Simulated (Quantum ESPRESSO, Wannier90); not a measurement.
## NaF (rock salt), plane waves to Wannier functions

```
begin unit_cell_cart
ang
    0.0000000000    2.2858950000    2.2858950000
    2.2858950000    0.0000000000    2.2858950000
    2.2858950000    2.2858950000    0.0000000000
end unit_cell_cart
begin atoms_frac
Na   0.0000000000  0.0000000000  0.0000000000
F    0.5000000000  0.5000000000  0.5000000000
end atoms_frac
```

Materials Project entry mp-682; symmetrised, unrelaxed at this level. COD (Crystallography Open Database) has an entry of this formula and space group (matched by these alone). Method: PBEsol plane waves in Quantum ESPRESSO 7.5 (PseudoDojo norm-conserving files, 71 Ry, no spin polarisation, no spin-orbit coupling), Bloch states on a 12×12×12 mesh through Γ, Wannier90 4.0.1. Density: 12×12×12 mesh, cold smearing 0.01 Ry.

A tight-binding model is made by disentanglement and projection with no localisation steps (num_iter = 0), so the 7 orbitals stay atom-like: hydrogen-like Na: s;p; F: p, axes along x, y, z; frozen window up to 7.92 eV relative to the valence-band maximum. It follows pw.x to 0.3 meV rms for states up to 7.4 eV relative to the valence-band maximum. Matrix elements depend on this choice of orbitals and windows.

What are the on-site energies relative to the valence-band maximum, and how fast do the hoppings decay?


```csv
atom,orbitals,energy (eV)
Na1,s,14.18
Na1,pz px py,18.84
F2,pz px py,-0.60
```

```
distance of the centres (Å)  largest modulus (eV)
---------------------------  --------------------
2–3                                          0.51
3–4                                          0.90
4–5                                          0.35
5–6                                         0.061
6–7                                         0.033
7–8                                         0.021
8–9                                        0.0072
9–10                                       0.0075
10–11                                      0.0029
11–12                                      0.0027
12–13                                     0.00085
```
